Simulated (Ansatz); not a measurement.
Relaxed candidate structures of Ba2MgH6:

A. P-3m1 (No. 164), hP9; a = b = 5.694 Å, c = 4.519 Å, α = β = 90.00°, γ = 120.00°; Ba 2d (0.667, 0.333, 0.267); Mg 1a (0.000, 0.000, 0.000); H 6i (0.171, 0.342, 0.225)

B. Amm2 (No. 38), oS18; a = 7.106 Å, b = 7.863 Å, c = 7.512 Å, α = 90.00°, β = 90.00°, γ = 90.00°; Ba 2a (0.000, 0.000, 0.220); Ba 2b (0.500, 0.500, 0.093); H 8f (0.435, 0.125, 0.273); H 4e (0.500, 0.320, 0.434); Mg 2b (0.500, 0.500, 0.567)

C. P6/mmm (No. 191), hP9; a = b = 8.388 Å, c = 3.495 Å, α = β = 90.00°, γ = 120.00°; Ba 2d (0.333, 0.667, 0.500); H 6i (0.500, 0.500, 0.380); Mg 1b (0.000, 0.000, 0.500)

Q: Order them by energy per atom (lowest first) at the level r2SCAN (plane waves to 500 eV, PAW, scalar-relativistic; Ansatz, a first-principles code).

A: A (reference, the lowest among the structures calculated here), B (+0.67 eV/atom), C (+0.84 eV/atom)

Q: Give each candidate's band gap.

A: No gap: B, C. A: 3.44 eV (no spin-orbit coupling).

 1 generated cell of layers, chains or molecules, poorly bound without dispersion, is left out. Each run could gain symmetry but not lose that of its start, so entries can be saddle points. From databases, or of a type measured for this composition: P-3m1, hP9; the others are generated cells (placed on structure types, drawn at random, substituted or restacked) that were not matched to a known phase here. Static energies at zero pressure. No spin polarisation in the result. Gaps of cells over 8 atoms come from the SCF mesh and high-symmetry points alone.
